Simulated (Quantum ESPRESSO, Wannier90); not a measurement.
# Wannierisation of ScS (rock salt)

```
CELL_PARAMETERS angstrom
      0.00000     2.60879     2.60879
      2.60879     0.00000     2.60879
      2.60879     2.60879     0.00000
ATOMIC_POSITIONS crystal
  Sc 0.50000 0.50000 0.50000
  S  0.00000 0.00000 0.00000
```

Cell from Materials Project (mp-1476), symmetrised, no further relaxation. COD (Crystallography Open Database) has an entry of this formula and space group (matched by these alone). Computed values, not measurements, from PBEsol: Quantum ESPRESSO (norm-conserving PseudoDojo potentials, cutoff 63 Ry, no spin polarisation, no spin-orbit coupling) on a Γ-centred 10×10×10 mesh, then Wannier90. Density: 10×10×10 mesh, cold smearing 0.01 Ry.

Base run: 8 functions from bands 6-22 of the 22 computed, start hydrogen-like Sc: d; S: p, centres 0.05 Å off the atoms, frozen window up to 1.50 eV relative to the Fermi level, outer window open. One thing is changed at a time; window edges are relative to the Fermi level. The misfit compares interpolated bands with pw.x on a high-symmetry path, for states up to 1.0 eV relative to the Fermi level. Converged means that the tolerances were met: symmetric starts can stop on a saddle, which shows as a larger Ω_OD at equal Ω_I and can move the misfit too.

Question: Which of these settings interpolates worst among those that finish?
A) frozen window to 1.00 eV
B) no frozen window
C) base
D) frozen window to 0.50 eV
E) frozen window to -1.50 eV
F) outer window to 9.43 eV

Answer: B, no frozen window. The whole sweep:

```json
[
 {"setting": "base", "functions": "8", "frozen to (eV)": "1.50", "Ω_I (Å²)": "13.32", "Ω_D (Å²)": "0.00", "Ω_OD (Å²)": "0.80", "rms misfit (meV)": "5.8", "worst (meV)": "54", "ended": "converged"},
 {"setting": "frozen window to 1.00 eV", "functions": "8", "frozen to (eV)": "1.00", "Ω_I (Å²)": "12.18", "Ω_D (Å²)": "0.00", "Ω_OD (Å²)": "0.62", "rms misfit (meV)": "13", "worst (meV)": "141", "ended": "converged"},
 {"setting": "frozen window to -1.50 eV", "functions": "8", "frozen to (eV)": "-1.50", "Ω_I (Å²)": "9.78", "Ω_D (Å²)": "0.00", "Ω_OD (Å²)": "0.26", "rms misfit (meV)": "517", "worst (meV)": "1076", "ended": "converged"},
 {"setting": "frozen window to 0.50 eV", "functions": "8", "frozen to (eV)": "0.50", "Ω_I (Å²)": "11.54", "Ω_D (Å²)": "0.00", "Ω_OD (Å²)": "0.55", "rms misfit (meV)": "125", "worst (meV)": "791", "ended": "converged"},
 {"setting": "frozen window to 2.62 eV", "functions": "8", "frozen to (eV)": "2.62", "Ω_I (Å²)": "–", "Ω_D (Å²)": "–", "Ω_OD (Å²)": "–", "rms misfit (meV)": "–", "worst (meV)": "–", "ended": "stops: too many frozen states"},
 {"setting": "no frozen window", "functions": "8", "frozen to (eV)": "none", "Ω_I (Å²)": "7.48", "Ω_D (Å²)": "0.00", "Ω_OD (Å²)": "0.03", "rms misfit (meV)": "1604", "worst (meV)": "4034", "ended": "converged"},
 {"setting": "outer window to 3.43 eV", "functions": "8", "frozen to (eV)": "1.50", "Ω_I (Å²)": "–", "Ω_D (Å²)": "–", "Ω_OD (Å²)": "–", "rms misfit (meV)": "–", "worst (meV)": "–", "ended": "stops: too few bands in the window"},
 {"setting": "outer window to 9.43 eV", "functions": "8", "frozen to (eV)": "1.50", "Ω_I (Å²)": "13.63", "Ω_D (Å²)": "0.00", "Ω_OD (Å²)": "0.81", "rms misfit (meV)": "4.1", "worst (meV)": "42", "ended": "converged"}
]
```
